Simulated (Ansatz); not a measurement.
## Hg$_{4}$Pt (Im-3m): electronic heat capacity and spin susceptibility from the density of states

Computed with DFT r2SCAN, scalar-relativistic, plane waves, PAW (Ansatz).

Plane waves to 500 eV, a k mesh through Γ of 8×8×8 on the computed 5-atom cell and Gaussian smearing (0.10 eV); no spin polarisation.

Relaxed cell: Im-3m, a = 6.285 Å, b = 6.285 Å, c = 6.285 Å, α = 90.00°, β = 90.00°, γ = 90.00°, 5 atoms in the primitive cell. Whether it is the stable form of this composition wasn't checked.

The density of states at the Fermi level is 0.911 states/eV in the cell of 5 atoms (1 formula unit; both spins, tetrahedra on a 12×12×12 mesh). Averaged over bins of 0.1 eV the density runs from 0.6 to 1.3 states/eV within 0.2 eV of the Fermi level, so the figure hangs on the exact place of that level.

What Sommerfeld coefficient and Pauli susceptibility does this give?

Per formula unit N(E_F) = 0.911 states/eV. γ = (π²/3) k_B² N(E_F) N_A = 2.357 mJ/(mol K²) per state/eV, so γ = 2.1 mJ/(mol K²), a mole of formula units. χ_P = μ_B² N(E_F) N_A = 3.23×10⁻⁵ emu/mol per state/eV gives 2.9×10⁻⁵ emu/mol. This is the bare band result: a measured γ of the same phase is as a rule larger by a factor 1 + λ from phonons and spin fluctuations, the spin part of χ is larger by the Stoner factor, and a measured χ also holds orbital and core terms. N(E_F) at one energy is sensitive to the mesh where the density of states has sharp peaks.

Spin-orbit coupling is left out, which matters for the bands of heavy elements.

Cost: 1 run of about 2 core-minutes, on Arm Neoverse V1 (shared hosts).